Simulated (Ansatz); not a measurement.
GeMo₂N:
Space group P6₃/mmc (No. 194); a = 3.2118 Å, b = 3.2118 Å, c = 12.1117 Å, α = 90.00°, β = 90.00°, γ = 120.00°

| atom | site | symmetry | x | y | z |
|---|---|---|---|---|---|
| Ge | 2d | -6m2 | 0.6667 | 0.3333 | 0.2500 |
| Mo | 4f | 3m. | 0.3333 | 0.6667 | 0.0843 |
| N | 2a | -3m. | 0.0000 | 0.0000 | 0.0000 |

Relaxed at zero pressure with PBE (plane waves, PAW; program Ansatz).

The volume is raised by 6 % and shape and atoms relax at that volume. What pressure results, and how do the axes share the change?

-10.1 GPa; a 1.9 %, b 1.9 %, c 2.1 %; the energy rises by 27 meV/atom.

Give the new structure.


Space group P6₃/mmc (No. 194); a = b = 3.272 Å, c = 12.370 Å, α = β = 90.00°, γ = 120.00°

```json
[
 {"atom": "Ge", "site": "2d", "symmetry": "-6m2", "x": "0.6667", "y": "0.3333", "z": "0.2500"},
 {"atom": "Mo", "site": "4f", "symmetry": "3m.", "x": "0.3333", "y": "0.6667", "z": "0.0819"},
 {"atom": "N", "site": "2a", "symmetry": "-3m.", "x": "0.0000", "y": "0.0000", "z": "0.0000"}
]
```

The phase is kept; no other phase was compared at this pressure.

Space group P6_3/mmc. The start of the workflow was typed in or built on a structure type; neither database checked (COD, Materials Project) lists it. Whether it is the stable phase at ambient conditions was not checked. Symmetry was held in the PBE relaxation; whether a distortion lowers the energy is not shown. The workflow began spin-polarised and lost its moments. The volume moved by 18 % from the start of the relaxation.

Potentials: the earlier of the program's two PAW sets.
